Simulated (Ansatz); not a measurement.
# Convergence notes, G0W0 on CdS (P6_3mc)

A 4-atom cell of CdS started from a crystallographic database, relaxed with r2SCAN; one-shot G0W0 in Ansatz without spin-orbit coupling. No spin polarisation and no zero-point or thermal motion.

```cif
data_structure
_symmetry_space_group_name_H-M 'P6_3mc'
_symmetry_Int_Tables_number 186
_cell_length_a 4.1646
_cell_length_b 4.1646
_cell_length_c 6.7660
_cell_angle_alpha 90.000
_cell_angle_beta 90.000
_cell_angle_gamma 120.000
_cell_volume 101.63
loop_
_atom_site_label
_atom_site_type_symbol
_atom_site_symmetry_multiplicity
_atom_site_Wyckoff_symbol
_atom_site_fract_x
_atom_site_fract_y
_atom_site_fract_z
_atom_site_occupancy
Cd1 Cd 2 b 0.33333 0.66667 0.99903 1
S1 S 2 b 0.33333 0.66667 0.37597 1
```

Gaps are read over the mesh points alone. G0W0 here is at a finite number of bands, screening cutoff and k mesh, not at the basis limit.

| start | potentials | frequency model | mesh | empty bands | screening cutoff (eV) | Kohn-Sham gap (eV) | G0W0 gap (eV) |
| --- | --- | --- | --- | --- | --- | --- | --- |
| PBE | PAW | contour deformation | 6×6×2 | 230 | 100 | 1.17 | 1.90 |
| PBE | PAW | contour deformation | 6×6×2 | 557 | 180 | 1.17 | 1.95 |
| PBE | PAW | contour deformation | 6×6×2 | 1081 | 260 | 1.17 | 1.97 |
| HSE06 | PAW | contour deformation | 6×6×2 | 557 | 180 | 2.19 | 2.56 |
| r2SCAN | PAW | contour deformation | 6×6×2 | 557 | 180 | 1.63 | 2.27 |
| PBE0 | PAW | contour deformation | 6×6×2 | 557 | 180 | 2.84 | 2.76 |
| PBE | PAW | Godby-Needs pole | 6×6×2 | 557 | 180 | 1.17 | 1.97 |
| PBE | PAW | contour deformation | 6×6×4 | 165 | 80 | 1.17 | 1.91 |
| PBE | norm-conserving | contour deformation | 6×6×2 | 557 | 180 | 1.17 | 1.96 |

Over the mesh points the PBE gap of 1.17 eV becomes a quasiparticle gap of 1.97 eV (direct at Γ), a change of +0.80 eV. Renormalisation factors Z lie between 0.73 and 0.78.

Raising bands and cutoff together moves the gap by +0.05 eV (100 to 180 eV), then +0.02 eV (180 to 260 eV); the last step is small, which bounds nothing strictly. Starting from HSE06 (2.19 eV against PBE's 1.17 eV) gives 2.56 eV, +0.61 eV from G0W0@PBE at the same screening cutoff. Starting from r2SCAN (1.63 eV against PBE's 1.17 eV) gives 2.27 eV, +0.32 eV from G0W0@PBE at the same screening cutoff. Starting from PBE0 (2.84 eV against PBE's 1.17 eV) gives 2.76 eV, +0.81 eV from G0W0@PBE at the same screening cutoff. The Godby-Needs plasmon pole differs from contour deformation by +0.02 eV. Norm-conserving potentials (wave cutoff 1071 eV against 420 eV) shift the quasiparticle gap by +0.01 eV and the PBE gap by 0.00 eV. r2SCAN runs take a wave cutoff of 500 eV.

The program warns that the k mesh is coarse for exact exchange in some of these runs, so their gaps aren't converged.

With a shallow d shell on the cation, G0W0 converges slowly in bands and cutoff, so these values are in doubt.
